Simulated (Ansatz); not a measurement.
Profile along the As–As line in As (space group Cmce)

As (space group Cmce)

```cif
data_As8
_chemical_formula_sum 'As8'
_space_group_name_H-M_alt 'Cmce'
_space_group_IT_number 64
_space_group_name_Hall '-C 2ac 2'
_cell_length_a 3.65580
_cell_length_b 11.12735
_cell_length_c 4.62748
_cell_angle_alpha 90.000
_cell_angle_beta 90.000
_cell_angle_gamma 90.000
loop_
_atom_site_label
_atom_site_type_symbol
_atom_site_symmetry_multiplicity
_atom_site_Wyckoff_symbol
_atom_site_fract_x
_atom_site_fract_y
_atom_site_fract_z
_atom_site_occupancy
As1 As 8 f 0.00000 0.39272 0.43020 1
```
(The calculation used a cell of 4 atoms; values per cell refer to that cell.)

Fields along a shortest As–As line of a (010) plane (2.47 Å), from As to As, interpolated on the slice's grid (step about 0.2 Å). The numbers are results of r2SCAN+rVV10 (plane waves to 500 eV, PAW, scalar-relativistic; Ansatz, an electronic-structure program), not measurements. k mesh 10×10×7. These are valence fields of a PAW run, semicore shells included where kept as valence: close to a nucleus they are smooth pseudo fields. As was relaxed with its symmetry unable to fall.

| distance from As (Å) | valence electron density (e/Å³) | electron localisation function |
|---|---|---|
| 0.00 | 33.84 | x |
| 0.12 | 30.32 | x |
| 0.25 | 21.88 | x |
| 0.37 | 12.84 | x |
| 0.49 | 6.28 | x |
| 0.62 | 2.78 | 0.48 |
| 0.74 | 1.33 | 0.58 |
| 0.86 | 0.81 | 0.65 |
| 0.99 | 0.63 | 0.70 |
| 1.11 | 0.57 | 0.75 |
| 1.24 | 0.55 | 0.76 |
| 1.36 | 0.57 | 0.75 |
| 1.48 | 0.63 | 0.70 |
| 1.61 | 0.81 | 0.65 |
| 1.73 | 1.33 | 0.59 |
| 1.85 | 2.78 | 0.48 |
| 1.98 | 6.28 | x |
| 2.10 | 12.85 | x |
| 2.22 | 21.89 | x |
| 2.35 | 30.33 | x |
| 2.47 | 33.30 | x |

x: too close to a nucleus for the ELF to mean much.

Density on the As–As line (2.47 Å) at its midpoint: 0.55 e/Å³. ELF at that point: 0.8. ELF maximum in the middle third of the As–As line: 0.76, 1.2 Å from As.
